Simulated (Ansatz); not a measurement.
One crystal and one scan (scan of one atom of the cell) at two levels, PBE (plane waves to 420 eV, PAW, scalar-relativistic; Ansatz, a quantum-chemistry and plane-wave program) and r2SCAN (plane waves to 500 eV, PAW, scalar-relativistic; Ansatz), each from its own relaxed cell and on its own mesh.

The crystal is SrTiO3 (cubic perovskite); one Sr atom of a 5-atom cell moves by s along Cartesian [110], with its periodic images.

Energies are smeared free energies. SrTiO3 is run without spin polarisation. SrTiO3 was relaxed with its symmetry unable to fall. (PBE) Left out: 2 of 11 points, with atoms too close for the PAW data. (r2SCAN) Left out: 2 of 11 points, with atoms too close for the PAW data.

```
quantity                                                          run 1  run 2
----------------------------------------------------------------  -----  -----
Lattice constant a (Å)                                            3.936  3.907
Band gap of the relaxed cell, no spin-orbit coupling (eV)          1.84   2.26
Force constant k = d²E/ds² at s = 0 (finite differences) (eV/Å²)   3.24   3.99
```

Which run is which level?

Run 1 is PBE, run 2 is r2SCAN. PBE gives the higher value for: lattice constant a. PBE gives the lower value for: band gap of the relaxed cell, no spin-orbit coupling; force constant k = d²E/ds² at s = 0. Both give the same shape of the curve: a single well with its minimum at or next to zero displacement.

(For displaced atoms, the force is minus the slope of the energy, and its curvature is a force constant, which sets phonon frequencies.)
